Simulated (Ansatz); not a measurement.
Relaxed-ion elastic tensor of KF (rock salt, space group No. 225) in GPa (Voigt order), PBE (plane waves, PAW; program Ansatz); density 2.42 g/cm³, 19.91 Å³ per atom.

```
58.8  14.1  14.1   0.0   0.0   0.0
14.1  58.8  14.1   0.0   0.0   0.0
14.1  14.1  58.8   0.0   0.0   0.0
 0.0   0.0   0.0  13.7   0.0   0.0
 0.0   0.0   0.0   0.0  13.7   0.0
 0.0   0.0   0.0   0.0   0.0  13.7
```

Question: Is the crystal mechanically stable?

Answer: Yes: the smallest eigenvalue of C is 13.7 GPa.

Question: Work out the Voigt, Reuss and Hill averages.

Answer: K_V = 29.0, K_R = 29.0, K_H = 29.0; G_V = 17.1, G_R = 16.2, G_H = 16.7 GPa.

Question: Give Young's modulus, Poisson's ratio, Pugh's ratio and the universal anisotropy index.

Answer: E = 9KG/(3K + G) = 41.9 GPa; ν = 0.26; K/G = 1.74 (near the Pugh limit of 1.75, no verdict); A_U = 5G_V/G_R + K_V/K_R − 6 = 0.30.

Question: Estimate the sound speeds and the Debye temperature.

Answer: v_l = √((K + 4G/3)/ρ) = 4600 m/s, v_t = √(G/ρ) = 2620 m/s, mean 2910 m/s; Θ = (h/k)(3n/4πV)^(1/3) v_m = 320 K.

Question: Give the Zener ratio and Young's modulus along [100], [110] and [111].

Answer: A = 2C44/(C11 − C12) = 0.61; 1/E = S11 − 2(S11 − S12 − S44/2)Γ with Γ = 0, 1/4, 1/3 gives 53.3, 38.7, 35.4 GPa.

Question: Solve the Christoffel equation for the three sound speeds along [100], [110], [111].

Answer: Eigenvalues of C_ijkl n_j n_l equal ρv². In km/s, slowest first: [100] 2.37, 2.37, 4.93; [110] 2.37, 3.04, 4.55; [111] 2.83, 2.83, 4.42.

Space group Fm-3m (rock salt). The PBE relaxation kept the symmetry of its start; phonons on a q-mesh show no instability.

Potentials: the later of the program's two PAW sets.
